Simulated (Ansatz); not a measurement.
Given:

Zr₅Ga₃:
```yaml
crystal:
  lattice:
    - [8.10715, 0.00000, 0.00000]
    - [-4.05357, 7.02100, 0.00000]
    - [0.00000, 0.00000, 5.73339]
  atoms:
    - { symbol: Zr, position: [0.33333, 0.66667, 0.50000] }
    - { symbol: Zr, position: [0.66667, 0.33333, 0.50000] }
    - { symbol: Zr, position: [0.66667, 0.33333, 0.00000] }
    - { symbol: Zr, position: [0.33333, 0.66667, 0.00000] }
    - { symbol: Zr, position: [0.75713, 0.00000, 0.25000] }
    - { symbol: Zr, position: [0.24287, 0.00000, 0.75000] }
    - { symbol: Zr, position: [0.75713, 0.75713, 0.75000] }
    - { symbol: Zr, position: [0.24287, 0.24287, 0.25000] }
    - { symbol: Zr, position: [0.00000, 0.75713, 0.25000] }
    - { symbol: Zr, position: [0.00000, 0.24287, 0.75000] }
    - { symbol: Ga, position: [0.39158, 0.00000, 0.25000] }
    - { symbol: Ga, position: [0.60842, 0.00000, 0.75000] }
    - { symbol: Ga, position: [0.39158, 0.39158, 0.75000] }
    - { symbol: Ga, position: [0.60842, 0.60842, 0.25000] }
    - { symbol: Ga, position: [0.00000, 0.39158, 0.25000] }
    - { symbol: Ga, position: [0.00000, 0.60842, 0.75000] }
```

This is the r²SCAN-relaxed structure.

All from r²SCAN (plane waves, PAW; program Ansatz), unless another level is named. Predict the formation energy from the elements (no fitted shifts).

-586 meV/atom.

Next, the density of states at the Fermi level?

1.1 states/eV per atom (mean over ±0.08 eV).

Space group P6_3/mcm. The first step of the workflow began from a Materials Project structure, measured or hypothetical; the Crystallography Open Database copy checked does not list it. Whether it is the stable phase at ambient conditions was not checked. The r²SCAN relaxation kept the symmetry of its start; whether a distortion lowers the energy is not shown. No spin polarisation was allowed. The references are the lowest solids computed at this level, not always the standard phases. Scalar-relativistic: spin–orbit coupling is off unless named, which matters more the heavier the elements.

Potentials: the earlier of the program's two PAW sets.
